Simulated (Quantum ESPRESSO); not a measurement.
## WZrNbO7F (input and log of a self-consistent run)

A calculation, not a measurement. The program is pw.x of Quantum ESPRESSO 7.5 (plane-wave density functional theory). The cell is made up: 11 atoms on a rutile lattice with one site empty, with randomly drawn elements, strain and displacements, not relaxed. PseudoDojo standard norm-conserving files (v0.5 for PBE, v0.4.1 for LDA and PBEsol) set the functional; there is no spin polarisation, spin-orbit coupling or dispersion term, and the masses in the input are unused placeholders.

Input:

```
&control calculation='scf', pseudo_dir='./dojo.nc.sr.pbe.v0_5.standard.upf', outdir='./o', disk_io='low', tprnfor=.true., tstress=.true. /
&system ibrav=0, nat=11, ntyp=5, nbnd=50, ecutwfc=84.00895049, nosym=.true., tot_charge=0,
 occupations='smearing', smearing='fd', degauss=0.0018374661
/
&electrons conv_thr=7.350e-09, electron_maxstep=60, /
ATOMIC_SPECIES
F 1.0 F.upf
Nb 1.0 Nb.upf
O 1.0 O.upf
W 1.0 W.upf
Zr 1.0 Zr.upf
CELL_PARAMETERS angstrom
4.8388 0.0122 -0.0399
0.0122 4.8442 0.0076
-0.0529 0.0101 6.272
ATOMIC_POSITIONS angstrom
W -0.0363 -0.0018 -0.0193
Zr 2.3712 2.4243 1.4669
Nb 2.4072 2.4343 4.6551
O 1.6412 1.5339 -0.2293
O 3.5395 3.236 0.1003
O 3.9347 1.0353 1.5485
O 1.0554 3.9502 1.6167
O 1.4417 1.5341 3.0263
O 3.3399 3.3701 2.9804
O 3.828 0.9973 4.7723
F 0.9038 3.9838 4.6333
K_POINTS automatic
5 5 4 1 1 1
```

The log is shortened where brackets say so; the opening notice, blank lines, dates and the lines on written files are dropped, and the path of the files is cut. It prints rydbergs, bohrs and kilobars, and counts compression as positive stress. With no partly filled state, the Fermi energy that it prints is only some level between the filled and the empty states on the mesh, and need not lie in the true gap.

```
     Program PWSCF v.7.5
     Parallel version (MPI & OpenMP), running on       4 processor cores
     Number of MPI processes:                 4
     Threads/MPI process:                     1
     [start-up lines left out]
     bravais-lattice index     =            0
     lattice parameter (alat)  =       9.1443  a.u.
     unit-cell volume          =     992.0380 (a.u.)^3
     number of atoms/cell      =           11
     number of atomic types    =            5
     number of electrons       =        88.00
     number of Kohn-Sham states=           50
     kinetic-energy cutoff     =      84.0090  Ry
     charge density cutoff     =     336.0358  Ry
     scf convergence threshold =      7.3E-09
     mixing beta               =       0.7000
     number of iterations used =            8  plain     mixing
     Exchange-correlation= PBE
                           (   1   4   3   4   0   0   0)
     [axes and pseudopotential details left out]
   Cartesian axes
     site n.     atom                  positions (alat units)
         1        W      tau(   1) = (  -0.0075016  -0.0003720  -0.0039884  )
         2        Zr     tau(   2) = (   0.4900206   0.5009940   0.3031424  )
         3        Nb     tau(   3) = (   0.4974602   0.5030606   0.9620003  )
         4        O      tau(   4) = (   0.3391624   0.3169883  -0.0473860  )
         5        O      tau(   5) = (   0.7314558   0.6687360   0.0207275  )
         6        O      tau(   6) = (   0.8131259   0.2139501   0.3200055  )
         7        O      tau(   7) = (   0.2181038   0.8163291   0.3340993  )
         8        O      tau(   8) = (   0.2979347   0.3170296   0.6254004  )
         9        O      tau(   9) = (   0.6902075   0.6964484   0.6159149  )
        10        O      tau(  10) = (   0.7910758   0.2060972   0.9862203  )
        11        F      tau(  11) = (   0.1867749   0.8232727   0.9574952  )
     number of k points=    50  Fermi-Dirac smearing, width (Ry)=  0.0018
                       cart. coord. in units 2pi/alat
        k(    1) = (   0.1005538   0.0994866   0.0971280), wk =   0.0400000
        k(    2) = (   0.1021451   0.0991800   0.2900222), wk =   0.0400000
     [further k points left out]
     Dense  grid:   103237 G-vectors     FFT dimensions: (  54,  54,  72)
     Estimated max dynamical RAM per process >     299.19 MB
     Estimated total dynamical RAM >       1.09 GB
     Initial potential from superposition of free atoms
     starting charge      87.9948, renormalised to      88.0000
     Starting wfcs are   62 randomized atomic wfcs
     total cpu time spent up to now is        5.7 secs
     per-process dynamical memory:   229.3 Mb
     Self-consistent Calculation
     iteration #  1     ecut=    84.01 Ry     beta= 0.70
     Davidson diagonalization with overlap
     ethr =  1.00E-02,  avg # of iterations =  2.0
     total cpu time spent up to now is       15.2 secs
     total energy              =    -654.36218430 Ry
     estimated scf accuracy    <       7.51467721 Ry
     iteration #  2     ecut=    84.01 Ry     beta= 0.70
     Davidson diagonalization with overlap
     ethr =  8.54E-03,  avg # of iterations =  7.0
     total cpu time spent up to now is       33.2 secs
     total energy              =    -647.24357403 Ry
     estimated scf accuracy    <     103.74674090 Ry
     iteration #  3     ecut=    84.01 Ry     beta= 0.70
     Davidson diagonalization with overlap
     ethr =  8.54E-03,  avg # of iterations =  6.4
     total cpu time spent up to now is       49.3 secs
     total energy              =    -657.57926542 Ry
     estimated scf accuracy    <       9.83450937 Ry
     iteration #  4     ecut=    84.01 Ry     beta= 0.70
     Davidson diagonalization with overlap
     ethr =  8.54E-03,  avg # of iterations =  2.0
     total cpu time spent up to now is       58.5 secs
     total energy              =    -658.70097412 Ry
     estimated scf accuracy    <       1.76127632 Ry
     iteration #  5     ecut=    84.01 Ry     beta= 0.70
     Davidson diagonalization with overlap
     ethr =  2.00E-03,  avg # of iterations =  2.0
     total cpu time spent up to now is       67.6 secs
     total energy              =    -658.77551727 Ry
     estimated scf accuracy    <       0.76832278 Ry
     [iterations 6 to 15 left out]
     iteration # 16     ecut=    84.01 Ry     beta= 0.70
     Davidson diagonalization with overlap
     ethr =  3.56E-09,  avg # of iterations =  2.9
     total cpu time spent up to now is      194.3 secs
     total energy              =    -658.76146934 Ry
     estimated scf accuracy    <       0.00000340 Ry
     iteration # 17     ecut=    84.01 Ry     beta= 0.70
     Davidson diagonalization with overlap
     ethr =  3.56E-09,  avg # of iterations =  2.0
     total cpu time spent up to now is      203.6 secs
     total energy              =    -658.76146971 Ry
     estimated scf accuracy    <       0.00000018 Ry
     iteration # 18     ecut=    84.01 Ry     beta= 0.70
     Davidson diagonalization with overlap
     ethr =  2.04E-10,  avg # of iterations =  5.1
     total cpu time spent up to now is      216.6 secs
     total energy              =    -658.76146980 Ry
     estimated scf accuracy    <       0.00000004 Ry
     iteration # 19     ecut=    84.01 Ry     beta= 0.70
     Davidson diagonalization with overlap
     ethr =  4.75E-11,  avg # of iterations =  3.2
     total cpu time spent up to now is      227.2 secs
     total energy              =    -658.76146980 Ry
     estimated scf accuracy    <          7.7E-09 Ry
     iteration # 20     ecut=    84.01 Ry     beta= 0.70
     Davidson diagonalization with overlap
     ethr =  8.69E-12,  avg # of iterations =  4.7
     total cpu time spent up to now is      238.8 secs
     End of self-consistent calculation
          k = 0.1006 0.0995 0.0971 ( 12901 PWs)   bands (ev):
   -68.8354 -48.5156 -39.8830 -32.9038 -32.8404 -32.7219 -24.7658 -24.6699
   -24.4986 -18.5590 -18.2879 -18.2217 -16.3741 -11.0620 -10.7061 -10.1746
    -9.3361  -8.4085  -8.1709  -7.7856   0.3908   0.8314   1.5151   1.6824
     2.0652   2.4734   2.5681   2.7070   2.8778   3.2748   3.5627   4.3894
     4.6685   4.7917   5.1314   5.3751   5.5141   5.6866   5.9776   6.3312
     6.5198   6.6756   7.0058   7.0660   8.3231   8.5850   8.7819   9.6732
     9.8328  10.1484
     [levels at the other k points left out]
     the Fermi energy is     7.6644 ev
!    total energy              =    -658.76146980 Ry
     estimated scf accuracy    <          7.0E-09 Ry
     smearing contrib. (-TS)   =      -0.00000000 Ry
     internal energy E=F+TS    =    -658.76146980 Ry
     The total energy is F=E-TS. E is the sum of the following terms:
     one-electron contribution =    -236.04062891 Ry
     hartree contribution      =     158.75051675 Ry
     xc contribution           =    -147.84890173 Ry
     ewald contribution        =    -433.62245591 Ry
     convergence has been achieved in  20 iterations
     Forces acting on atoms (cartesian axes, Ry/au):
     atom    1 type  4   force =    -0.07864215    0.04481761    0.22102540
     atom    2 type  5   force =    -0.03294745   -0.00691901    0.23833773
     atom    3 type  2   force =     0.07807431   -0.00173157   -0.35811122
     atom    4 type  3   force =    -0.14364377   -0.11153655    0.01456213
     atom    5 type  3   force =     0.10740469    0.15605185   -0.14610392
     atom    6 type  3   force =     0.09869728   -0.12250871   -0.20110971
     atom    7 type  3   force =    -0.08614153    0.08548098   -0.19293720
     atom    8 type  3   force =     0.05142493    0.04023634    0.14164384
     atom    9 type  3   force =    -0.03728138   -0.04274876    0.11998439
     atom   10 type  3   force =     0.03439690   -0.03567430    0.10472699
     atom   11 type  1   force =     0.00865816   -0.00546787    0.05798157
     Total force =     0.718208     Total SCF correction =     0.000256
     Computing stress (Cartesian axis) and pressure
          total   stress  (Ry/bohr**3)                   (kbar)     P=      -90.46
  -0.00022382   0.00008574  -0.00035998          -32.92       12.61      -52.96
   0.00008574  -0.00038260  -0.00005801           12.61      -56.28       -8.53
  -0.00035998  -0.00005801  -0.00123837          -52.96       -8.53     -182.17
     init_run     :      5.21s CPU      5.42s WALL (       1 calls)
     electrons    :    232.36s CPU    233.10s WALL (       1 calls)
     forces       :      2.02s CPU      2.04s WALL (       1 calls)
     stress       :      7.21s CPU      7.40s WALL (       1 calls)
     [timing details left out]
     PWSCF        :   4m 7.10s CPU   4m 8.36s WALL
     JOB DONE.
```

In other units: free energy -8962.906 eV for the cell, pressure -9.05 GPa, largest force component 9.207 eV/Å. A rerun of the same cell at another strain at 1467 eV and a 7 x 7 x 6 mesh moved values by no more than 0.005 eV in energy, 0.02 GPa in stress and 0.003 eV/Å in force.